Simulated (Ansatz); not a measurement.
Input and command of a plane-wave DFT calculation in Ansatz:

```yaml
crystal:
  lattice:
    - [4.6222831613, 0.0, 0.0]
    - [0.0, 4.6222831613, 0.0]
    - [0.0, 0.0, 8.1346420138]
  atoms:
    - { symbol: Ba, position: [0.5, 0.0, 0.2055] }
    - { symbol: Ba, position: [0.0, 0.5, 0.7945] }
    - { symbol: Tl, position: [0.5, 0.0, 0.6485] }
    - { symbol: Tl, position: [0.0, 0.5, 0.3515] }
    - { symbol: Sb, position: [0.0, 0.0, 0.0] }
    - { symbol: Sb, position: [0.5, 0.5, 0.0] }
basis:
  ecutwfc: 500
kpoints:
  mp_grid: { grid: [4, 4, 2] }
hamiltonian:
  xc: r2scan
scf:
  occupations: { method: gaussian, width: 0.1 }
  lower_state_search: "off"
output:
  forces: true
  stress: true
  eigenvalues: true
```

```bash
ansatz run input.yaml --threads 1 --pin off --max-ram 2560MiB --backend cpu --events-out ev --progress --plain --runs-dir out
```

Processor: Arm Neoverse V2, 1 thread, on a host shared with other jobs.

Task: How long does it run, and how much memory does it take?

Result: About 18 s on 1 thread of Arm Neoverse V2, with other jobs on the host, peak memory 0.78 GiB. It solves 46 bands at 12 k points (the mesh reduced by symmetry) with about 4393 plane waves, in 8 SCF iterations.
